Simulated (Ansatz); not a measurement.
LaMg:
```
LaMg
1.0
    3.97642     0.00000     0.00000
    0.00000     3.97642     0.00000
    0.00000     0.00000     3.97642
La Mg
1 1
Cartesian
  0.00000   0.00000   0.00000
  1.98821   1.98821   1.98821
```

Relaxed with r²SCAN. Special points in fractions of this cell's reciprocal vectors: Γ (0.000, 0.000, 0.000); X (0.000, 0.500, 0.000); M (0.500, 0.500, 0.000); R (0.500, 0.500, 0.500).

### Question
List the band energies nearest the Fermi level at these points for the program Ansatz at the r²SCAN with spin–orbit coupling level (PAW).

### Answer
In eV from the Fermi level; about four levels below and three above (degenerate sets whole), none deeper than 8.9 eV; points with the same levels are listed once.

| k | below | above |
|---|---|---|
| Γ | -0.51 -0.51 -0.51 -0.51 | 1.85 1.85 1.85 1.85 |
| X | -2.39 -2.39 -2.20 -2.20 | 0.34 0.34 1.34 1.34 |
| M | -2.99 -2.99 -0.03 -0.03 | 0.37 0.37 0.60 0.60 |
| R | -1.66 -1.66 -1.66 -1.66 -1.62 -1.62 | 0.49 0.49 1.97 1.97 1.97 1.97 |

Space group Pm-3m (CsCl type). The workflow started from an entry of the Crystallography Open Database (COD). Its standing as an ambient phase is unchecked. The r²SCAN relaxation kept the symmetry of its start; whether a distortion lowers the energy is not shown.

Potentials: the later of the program's two PAW sets.
